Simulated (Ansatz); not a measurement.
# Collinear states of TeW

The calculation used DFT r2SCAN, scalar-relativistic, plane waves, PAW in Ansatz.

```xyz
2
Lattice="0.0000 2.7828 2.7828 2.7828 0.0000 2.7828 2.7828 2.7828 0.0000" Properties=species:S:1:pos:R:3 pbc="T T T"
W     0.0000    0.0000    0.0000
Te    2.7828    2.7828    2.7828
```

* plane-wave cutoff: 500 eV
* Γ-centred k-mesh: 14×14×14
* occupation rule: Gaussian smearing, 0.1 eV
* list of starting moments (μB, in atom order): 1 0
* check for lower electronic states after the SCF: off

All runs keep this geometry, which isn't relaxed for the lowest state (largest force there 0.000 eV/Å, pressure 9.6 GPa) and needn't be a stable compound; relaxing each order would shift the differences by some 41 meV/atom, going by the pressures and a bulk modulus of about 150 GPa. A propagation vector, in units of the reciprocal vectors, doubles the cell, which takes an equally dense mesh. Spin–orbit coupling is left out, which for heavy magnetic ions can matter as much as these differences. r2SCAN tends to overstate moments in metals. Site moments are spin moments in atom-centred spheres that scale with the neighbour distance. The states are those that the runs reached from these starts; a lower one can exist.

Question: Starts tried: no spin; ferromagnetic; antiferromagnetic, doubled cell, propagation vector (0, 1/2, 1/2). Which state comes out lowest, and what are the moments?

Answer: The lowest state is antiferromagnetic, reached from the start “antiferromagnetic, doubled cell, propagation vector (0, 1/2, 1/2)”, with site moments (μB) W +2.02, W -2.02.

```
                                                            start ends energy above lowest (meV/atom) site moments (μB) gap on mesh (eV) P (GPa)
                                                          no spin non-magnetic                             240     none over 0.05             metal     -0.2
                                                    ferromagnetic ferromagnetic                            17.3            W +2.06             metal      8.5
antiferromagnetic, doubled cell, propagation vector (0, 1/2, 1/2) antiferromagnetic                            0.00   W +2.02, W -2.02             metal      9.6
```

Cost: 3 runs of about 2.8 core-minutes in all, on Arm Neoverse V2 (shared hosts).